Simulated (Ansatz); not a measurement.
NaLiZnS2:
```
NaLiZnS2
1.0
    3.94364     0.00000     0.00000
   -1.97182     3.41529     0.00000
    0.00000     0.00000     6.75093
Na Li Zn S
1 1 1 2
Direct
  0.00000   0.00000   0.02455
  0.33333   0.66667   0.35602
  0.66667   0.33333   0.61298
  0.33333   0.66667   0.73501
  0.66667   0.33333   0.27143
```

Relaxed with r²SCAN.

Problem. Map the valence electron density (e/Å³), cut off at 0.9 on the plane through (0.000, 0.000, 0.025) spanned by u = [0, 0, 1] and v = [1, -1, 0] in lattice vectors, from r²SCAN (plane waves, PAW; program Ansatz).

Solution. x is the fraction of u, y of v (the angle between them is 90°; rows are the nearest grid lines); atoms in the plane: Na at (0.00, 0.00), Li at (0.33, 0.33), Zn at (0.59, 0.67), S at (0.71, 0.33), S at (0.25, 0.67).
```
|@@@@-                         -@@@@|
|@@@@-                         -@@@@|
|@@#:.                          :#@@|
|-:..  .....                     .:-|
|   ..:-====-:.......::...          |
|   .:=*#%%#+=::..:-=+=-:..         |
|  .-+@@@@@@@%*=-=@@@@@@@=..        |
| .:-#@@@**@@@#+=#@@@@@@@*:.        |
| .:=#@@#.:#@@%*+%@@@@@@@#:.        |
|  .-*@@@%%@@@#+=*@@@@@@@+:.        |
|  .:-+%@@@@%+=:::-*%@@*=-:..       |
|   .:-+*##*+-::..:-====--::..      |
|     ..::::...   ..:-+*###+=:..    |
|       ......    ..-=#@@@@@#=:.    |
|         +@@@@:  .:=%@@@%@@@@+:.   |
|        .@@@@@+ ..-+@@@+.-@@@*-.   |
|        .%@@@@-  .:+%@@%+#@@@+-.   |
|         .%@@=   .:=*@@@@@@@#=:.   |
|                  .:-=*###*=-:.    |
|                   ..:-===-:..     |
|-:.                    ...      .:-|
|@@#:                           :#@@|
|@@@@-                         -@@@@|
|@@@@-                         -@@@@|
```
Scale: ten equal steps from 0.014 (start of ' ') to 0.900 (end of '@'), in the order ' .:-=+*#%@'; x runs from 0.000 to 1.00, y from 0.000 (bottom) to 1.00 (top).

The density is the valence pseudo-density with augmentation charge, so density and ELF within about 1 Å of a nucleus are not all-electron values.

Space group P3m1. The first step of the workflow began from a Materials Project structure, measured or hypothetical; the Crystallography Open Database copy checked does not list it. Its standing as an ambient phase is unchecked. The r²SCAN relaxation kept the symmetry of its start; its stability against distortions is not shown here.

Potentials: the later of the program's two PAW sets.
